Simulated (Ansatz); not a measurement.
TiS:
```
TiS
1.0
    3.22078     0.00000     0.00000
   -1.61039     2.78928     0.00000
    0.00000     0.00000     3.18490
Ti S
1 1
Direct
  0.66667   0.33333   0.00000
  0.00000   0.00000   0.50000
```

Relaxed with PBEsol. Special points in fractions of this cell's reciprocal vectors: Γ (0.000, 0.000, 0.000); M (0.500, 0.000, 0.000); K (0.333, 0.333, 0.000); A (0.000, 0.000, 0.500); L (0.500, 0.000, 0.500); H (0.333, 0.333, 0.500).

Task: List the band energies nearest the Fermi level at these points for the program Ansatz at the PBEsol level (PAW).

Result: In eV from the Fermi level; about four levels below and three above (degenerate sets whole), none deeper than 8.9 eV; points with the same levels are listed once.

```
k                    below                above
-  -----------------------  -------------------
Γ  -3.15 -3.15 -2.72 -2.27  1.39 1.39 2.81 2.81
M  -7.67 -3.82 -2.97 -1.95       0.87 2.30 2.43
K        -6.68 -6.02 -3.76       0.01 0.65 1.24
A  -2.59 -2.59 -0.06 -0.06       1.82 1.97 1.97
L  -6.45 -6.35 -4.29 -0.65       2.17 2.41 2.61
H  -6.64 -6.26 -4.81 -0.16       2.24 2.57 3.50
```

Space group P-6m2. The first step of the workflow began from a Materials Project structure, measured or hypothetical; the Crystallography Open Database copy checked does not list it. COD files the formula under space group No. 166, 194, so this cell is another polymorph or a model. Whether it is the stable phase at ambient conditions was not checked. The cell was relaxed with PBEsol under the symmetry of its start; of distortions, only those at the zone centre were tested. No spin polarisation was allowed.

Potentials: the later of the program's two PAW sets.
